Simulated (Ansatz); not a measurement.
**What DFT gives for LaTiO3**

```
CELL_PARAMETERS angstrom
3.88367 0.00000 0.00000
0.00000 3.88367 0.00000
0.00000 0.00000 7.76734
ATOMIC_POSITIONS crystal
O 0.50000 0.50000 0.00000
O 0.50000 0.50000 0.50000
O 0.00000 0.50000 0.25000
O 0.00000 0.50000 0.75000
O 0.50000 0.00000 0.25000
O 0.50000 0.00000 0.75000
Ti 0.50000 0.50000 0.25000
Ti 0.50000 0.50000 0.75000
La 0.00000 0.00000 0.00000
La 0.00000 0.00000 0.50000
```

The numbers come from plane-wave PAW DFT (Ansatz): r2SCAN, collinear spin, 500 eV, 6×6×3 Γ-centred k points, gaussian occupations (width 0.0296 eV). Nothing was relaxed.

No atom carries over 0.3 μB, and the net moment is 0.22 μB a cell; the state need not be the lowest.

(1) What is the formation energy?

(2) Are the atoms at rest?

(3) Describe some of the short contacts.

(4) Is there a gap?

(5) Give the Bader charges.

Origin: a database entry at a rescaled volume. Caveats: correlation that this level lacks may open a gap in such a compound; f levels without a U or exact exchange are poorly placed.

Results:

(1) -3.47 eV an atom against the elements' usual phases (free molecules for gases, crystals otherwise, with no correction for O₂ or N₂), so it is bound against them; other compounds may still compete. Relaxing would lower it.

(2) The forces vanish by the symmetry of the sites.

(3) O–Ti at 1.94 Å: least valence density 0.69 e/Å³ and ELF 0.16 there. La–O at 2.75 Å: least valence density 0.20 e/Å³ and ELF 0.09 there. These are pseudo-fields; inside the PAW spheres they differ from the all-electron ones.

(4) It is a metal, with about 4 states/eV a cell as the mean within 0.25 eV of the Fermi level, mostly Ti d (66 %), La f (15 %) and La d (13 %).

(5) Bader charges in e: La +2.04, Ti +2.08, O -1.37. In the mean Ti gives up most and O takes most.
